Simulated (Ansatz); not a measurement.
Ir (fcc, Cu type)

```yaml
crystal:
  lattice:
    - [3.87055, 0.00000, 0.00000]
    - [0.00000, 3.87055, 0.00000]
    - [0.00000, 0.00000, 3.87055]
  atoms:
    - { symbol: Ir, position: [0.00000, 0.00000, 0.00000] }
    - { symbol: Ir, position: [0.50000, 0.50000, 0.00000] }
    - { symbol: Ir, position: [0.50000, 0.00000, 0.50000] }
    - { symbol: Ir, position: [0.00000, 0.50000, 0.50000] }
```

In each cell atom 3 (Ir, nearest neighbour Ir at 2.737 Å; its periodic images, 3.9 Å or more away, move with it) moves by s·(0.707, 0.707, 0.000) (along Cartesian [110]), the rest being held.

These are PBE (plane waves to 420 eV, PAW, scalar-relativistic; Ansatz, an electronic-structure program) values and carry that method's errors. k mesh 10×10×10 (Γ-centred), Fermi-Dirac smearing 0.05 eV. The energy includes the smearing's −TS. Compression counts positive. Left out: 4 of 11 points, with atoms too close for the PAW data. With partly filled bands, energies and forces of such displacements shift with the k mesh and the smearing. F∥ is the force on the atom along that direction. Ir is run without spin polarisation. Ir was relaxed with its symmetry unable to fall. Spin-orbit coupling is left out, though Ir is heavy. The PAW data are Ansatz's earlier set. ΔE is measured from the undisplaced structure.

```json
[
 {"s (Å)": "-0.492", "ΔE (eV/cell)": "2.079", "F∥ (eV/Å)": "10.414", "P (GPa)": "23.4"},
 {"s (Å)": "-0.328", "ΔE (eV/cell)": "0.803", "F∥ (eV/Å)": "5.504", "P (GPa)": "9.8"},
 {"s (Å)": "-0.164", "ΔE (eV/cell)": "0.181", "F∥ (eV/Å)": "2.291", "P (GPa)": "2.3"},
 {"s (Å)": "0.000", "ΔE (eV/cell)": "0.000", "F∥ (eV/Å)": "0.000", "P (GPa)": "-0.1"},
 {"s (Å)": "0.164", "ΔE (eV/cell)": "0.181", "F∥ (eV/Å)": "-2.291", "P (GPa)": "2.3"},
 {"s (Å)": "0.328", "ΔE (eV/cell)": "0.803", "F∥ (eV/Å)": "-5.504", "P (GPa)": "9.8"},
 {"s (Å)": "0.492", "ΔE (eV/cell)": "2.079", "F∥ (eV/Å)": "-10.414", "P (GPa)": "23.4"}
]
```

What the scan shows:

```
Quantity                                                                                                                                                Value
--------------------------------------------------------  ---------------------------------------------------------------------------------------------------
Energy at s = 0.492 Å                                                                                                                           2079 meV/cell
Force along the line at s = -0.492 Å                                                                                                                10.4 eV/Å
Symmetry of the curve                                                                                                           even: the same for both signs
Shape of the curve                                                                             a single well with its minimum at or next to zero displacement
Force constant k = d²E/ds² at s = 0 (finite differences)                                                                                           13.0 eV/Å²
Harmonic estimate at the end of the scan                  ½ks² = 1578 meV/cell against the computed 2079 meV/cell, so the well is stiffer than harmonic there
```

(For displaced atoms, the force is minus the slope of the energy, and its curvature is a force constant, which sets phonon frequencies.)
